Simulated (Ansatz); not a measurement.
# Equation of state of TiPt₃

```cif
data_structure
_symmetry_space_group_name_H-M 'P 1'
_symmetry_Int_Tables_number 1
_cell_length_a 3.8970
_cell_length_b 3.8970
_cell_length_c 3.8970
_cell_angle_alpha 90.000
_cell_angle_beta 90.000
_cell_angle_gamma 90.000
_cell_volume 59.18
loop_
_atom_site_label
_atom_site_type_symbol
_atom_site_fract_x
_atom_site_fract_y
_atom_site_fract_z
_atom_site_occupancy
Ti1 Ti 0.00000 0.00000 0.00000 1
Pt1 Pt 0.00000 0.50000 0.50000 1
Pt2 Pt 0.50000 0.00000 0.50000 1
Pt3 Pt 0.50000 0.50000 0.00000 1
```

The runs use the primitive cell with vectors (3.897, 0.000, 0.000), (0.000, 3.897, 0.000), (0.000, 0.000, 3.897) Å, to which the k mesh refers.

Conventional cell: a = 3.897 Å, b = 3.897 Å, c = 3.897 Å, α = 90.00°, β = 90.00°, γ = 90.00°. Ti (atom 1) is surrounded by 12 Pt at 2.76 Å. Pt (atom 2) has 4 Ti at 2.76 Å and 8 Pt at 2.76 Å as nearest neighbours.

The cell is COD entry 1539263, as deposited and not checked against the literature; nothing was relaxed. It is an old determination, and later ones may differ.

No spin–orbit coupling, which matters for the heavy atoms here.

Levels of theory: DFT, PBEsol, all-electron LAPW, scalar-relativistic (Ansatz 0.2.0); DFT, PBEsol, PAW with Ansatz's default frozen-core files, scalar-relativistic (Ansatz 0.2.0).

For LAPW: a Γ-centred 9×9×9 k mesh, Fermi–Dirac smearing of 0.05 eV, basis error target 0.5 meV/atom, no spin polarisation. PAW takes a cutoff of 420 eV at this cell (files made with PBE, cores remade for this functional). The Ansatz runs share mesh, smearing and spin set-up. Plane-wave (PAW) pressures include the program's estimate of the Pulay term.

The cell above is scaled evenly, with fractional coordinates and shape held.

```json
{"V/V(cell)": "0.9400", "V (Å³/atom)": "13.908", "P, LAPW (GPa)": "19.85", "P, PAW (GPa)": "19.87", "free energy over the lowest listed, PAW (meV/atom)": "53.3"}
{"V/V(cell)": "0.9600", "V (Å³/atom)": "14.204", "P, LAPW (GPa)": "12.62", "P, PAW (GPa)": "12.64", "free energy over the lowest listed, PAW (meV/atom)": "23.4"}
{"V/V(cell)": "0.9800", "V (Å³/atom)": "14.500", "P, LAPW (GPa)": "6.20", "P, PAW (GPa)": "6.22", "free energy over the lowest listed, PAW (meV/atom)": "6.1"}
{"V/V(cell)": "0.9900", "V (Å³/atom)": "14.648", "P, LAPW (GPa)": "3.26", "P, PAW (GPa)": "3.28", "free energy over the lowest listed, PAW (meV/atom)": "1.7"}
{"V/V(cell)": "1.0000", "V (Å³/atom)": "14.796", "P, LAPW (GPa)": "0.50", "P, PAW (GPa)": "0.52", "free energy over the lowest listed, PAW (meV/atom)": "0.0"}
{"V/V(cell)": "1.0100", "V (Å³/atom)": "14.944", "P, LAPW (GPa)": "-2.10", "P, PAW (GPa)": "-2.08", "free energy over the lowest listed, PAW (meV/atom)": "0.7"}
{"V/V(cell)": "1.0200", "V (Å³/atom)": "15.091", "P, LAPW (GPa)": "-4.55", "P, PAW (GPa)": "-4.54", "free energy over the lowest listed, PAW (meV/atom)": "3.8"}
{"V/V(cell)": "1.0400", "V (Å³/atom)": "15.387", "P, LAPW (GPa)": "-9.03", "P, PAW (GPa)": "-9.02", "free energy over the lowest listed, PAW (meV/atom)": "16.4"}
{"V/V(cell)": "1.0600", "V (Å³/atom)": "15.683", "P, LAPW (GPa)": "-13.00", "P, PAW (GPa)": "-12.98", "free energy over the lowest listed, PAW (meV/atom)": "36.8"}
```

**Question.** What do Birch–Murnaghan fits to the pressures give?

**Answer.** LAPW: V0 = 14.82 Å³/atom, B0 = 265 GPa, B0′ = 5.0; PAW: V0 = 14.82 Å³/atom, B0 = 265 GPa, B0′ = 5.0.

PAW's V0 lies 0.01 % from the all-electron value and its B0 0.0 %. Symmetry fixes shape and coordinates here, so this is the relaxed modulus.
